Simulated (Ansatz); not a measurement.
H4IN:
```
CELL_PARAMETERS angstrom
     -2.62225     3.60829     2.49585
      2.62225    -3.60829     2.49585
      2.62225     3.60829    -2.49585
ATOMIC_POSITIONS crystal
  H  0.87045 0.03025 0.15980
  H  0.87045 0.71065 0.84020
  H  0.22374 0.10670 0.11704
  H  0.98966 0.10670 0.88296
  I  0.50525 0.00525 0.50000
  N  0.99145 0.99145 0.00000
```

Relaxed with r²SCAN+D4. Special points in fractions of this cell's reciprocal vectors: Γ (0.000, 0.000, 0.000); X (0.500, -0.500, 0.500); F0 (0.382, -0.382, 0.618); Σ0 (-0.382, 0.382, 0.382); Λ0 (0.370, 0.370, -0.370); G0 (0.630, -0.370, 0.370); R (0.000, 0.500, 0.000); W (0.250, 0.250, 0.250); S (0.500, 0.000, 0.000); T (0.000, 0.000, 0.500).

Q: List the band energies nearest the valence-band maximum at these points for the program Ansatz at the r²SCAN+D4 level (PAW).

A: In eV from the valence-band maximum; about four levels below and three above (degenerate sets whole), none deeper than 8.9 eV; points with the same levels are listed once.

```json
[
 {"k": "Γ", "below": "-8.14 -0.04 -0.02 0.00", "above": "4.36 6.94 7.28"},
 {"k": "X", "below": "-8.17 -0.72 -0.30 -0.22", "above": "5.69 5.99 8.36"},
 {"k": "F0", "below": "-8.07 -0.63 -0.61 -0.27", "above": "6.23 6.56 8.29"},
 {"k": "Λ0", "below": "-8.11 -0.67 -0.60 -0.39", "above": "6.26 7.09 7.74"},
 {"k": "R", "below": "-8.15 -0.71 -0.27 -0.26", "above": "5.51 5.86 8.36"},
 {"k": "W", "below": "-8.14 -0.60 -0.56 -0.46", "above": "6.50 6.78 7.30"},
 {"k": "S", "below": "-8.03 -1.21 -0.42 -0.37", "above": "6.08 7.93 8.42"},
 {"k": "T", "below": "-7.94 -1.18 -0.33 -0.31", "above": "6.12 8.00 8.37"}
]
```

Space group Imm2. The first step of the workflow began from a Materials Project structure, measured or hypothetical; the Crystallography Open Database copy checked does not list it. Its standing as an ambient phase is unchecked. The r²SCAN+D4 relaxation kept the symmetry of its start. At this level the phase is dynamically unstable (imaginary phonons). Scalar-relativistic: spin–orbit coupling is off unless named, which matters more the heavier the elements.

Potentials: the later of the program's two PAW sets.
